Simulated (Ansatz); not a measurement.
Os (hcp, Mg type)

```yaml
crystal:
  lattice:
    - [2.75485, 0.00000, 0.00000]
    - [-1.37743, 2.38577, 0.00000]
    - [0.00000, 0.00000, 4.34430]
  atoms:
    - { symbol: Os, position: [0.33333, 0.66667, 0.75000] }
    - { symbol: Os, position: [0.66667, 0.33333, 0.25000] }
```

The slice is a (0001) plane (indices of the conventional cell) through the point (0.667, 0.333, 0.250) (fractional), spanned by u = [110] and v = [1 -1 0] in vectors of this cell: u (2.75 Å) and v (4.77 Å, at 90° to u). It covers one period; positions are fractions (u, v).

Method: PBE (plane waves to 420 eV, PAW, scalar-relativistic; Ansatz, a first-principles code). k mesh 19×19×11. Near the nuclei the fields are pseudised (PAW); where an atom keeps semicore shells as valence, they peak there. Os is run without spin polarisation. Os was relaxed with its symmetry unable to fall. Spin-orbit coupling is left out, though Os is heavy.

Three fields on this plane, each scaled to ten steps between its own extremes (0 low, 9 high; the total valence density on a logarithmic scale, the potential cut 8 eV below its top; x marks points blanked near nuclei; v = 0 in the bottom row):

Map A
```
|xxxxx535xxxx|
|xxxx93139xxx|
|xxxx51015xxx|
|xx952101259x|
|433334443333|
|01259xxx9521|
|015xxxxxxx51|
|139xxxxxxx93|
|25xxxxxxxxx5|
|36xxxxxxxxx6|
|35xxxxxxxxx5|
|139xxxxxxx93|
|015xxxxxxx51|
|01259xxx9521|
|443333433334|
|xx952101259x|
|xxxx51015xxx|
|xxxx93139xxx|
|xxxxx525xxxx|
|xxxxx636xxxx|
```

Map B
```
|xxxxx494xxxx|
|xxxx25952xxx|
|xxxx37973xxx|
|xx248999842x|
|015874347851|
|34532xxx2354|
|430xxxxxxx03|
|410xxxxxxx01|
|62xxxxxxxxx2|
|83xxxxxxxxx3|
|94xxxxxxxxx4|
|952xxxxxxx25|
|973xxxxxxx37|
|99842xxx2489|
|347851015874|
|xx235434532x|
|xxxx03430xxx|
|xxxx01410xxx|
|xxxxx262xxxx|
|xxxxx383xxxx|
```

Map C
```
|xxxxx373xxxx|
|xxxx06860xxx|
|xxxx38983xxx|
|xx037898730x|
|456665556665|
|98730xxx0378|
|983xxxxxxx38|
|860xxxxxxx06|
|73xxxxxxxxx3|
|62xxxxxxxxx2|
|73xxxxxxxxx3|
|860xxxxxxx06|
|983xxxxxxx38|
|98730xxx0378|
|556665456665|
|xx037898730x|
|xxxx38983xxx|
|xxxx06860xxx|
|xxxxx373xxxx|
|xxxxx262xxxx|
```

Q: Assign the maps to these fields: electron localisation function (ELF); valence electron density; electrostatic potential energy of an electron, from the cell's mean.

A: A is the valence electron density; B is the electron localisation function (ELF); C is the electrostatic potential energy of an electron, from the cell's mean.
